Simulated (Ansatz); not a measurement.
MgTiS3O12 — ⁴⁷Ti NMR of the central transition

Cell: a computed structure from the Materials Project (it need not be an observed phase), taken as it stands.

Space group R3c:H (No. 161); a = 8.5994, c = 22.1890 Å, γ = 120.00°.

```csv
site,Wyckoff,site symmetry,x,y,z
Mg,6a,3.,0.0000,0.0000,0.3545
Ti,6a,3.,0.0000,0.0000,0.6447
S,18b,1,0.9566,0.3355,0.5843
O11,18b,1,0.2074,0.0286,0.3038
O17,18b,1,0.7942,0.9660,0.6960
O23,18b,1,0.0209,0.8209,0.4073
O29,18b,1,0.9713,0.1682,0.5922
```

One atom of each set is listed; the run and its k-mesh use a cell of 34 atoms with edges of 8.91, 8.91, 8.91 Å.

Level of theory: DFT, r2SCAN, plane waves and PAW, scalar-relativistic, 500 eV cutoff, Γ-centred 3×3×3 k-points, Fermi–Dirac smearing 0.02 eV (Ansatz 0.2.0).

⁴⁷Ti has I = 5/2 and Q = 302.0 mb (Pyykkö 2018); at 11.7 T its Larmor frequency is ν₀ = 28.1 MHz. Only the quadrupole interaction is simulated: positions count from each site's isotropic chemical shift, and shift anisotropy, dipolar and J coupling are left out.

Question: Simulate the second-order pattern (static powder, Gaussian broadening 0.4 kHz) of site Ti (6 O at 1.97–2.00 Å).

Answer: The calculation gives C_Q = 3.07 MHz and η = 0.00, so ν_Q = 0.461 MHz and the centre of gravity lies at -71.7 ppm (-2.02 kHz).

```
offset (kHz)  height
       -7.31       1
       -6.80      84
       -6.29     100
       -5.78      63
       -5.28      51
       -4.77      44
       -4.26      40
       -3.75      38
       -3.25      36
       -2.74      35
       -2.23      33
       -1.72      33
       -1.22      32
       -0.71      32
       -0.20      31
        0.31      26
        0.81      27
        1.32      29
        1.83      31
        2.34      36
        2.84      44
        3.35      71
        3.86      59
        4.37       1
```

An axis of threefold or higher order runs through Ti, so V_zz lies along it and η is zero.

The largest force is 0.4 eV/Å, so the atoms aren't at the calculated equilibrium and relaxing them would move these values.
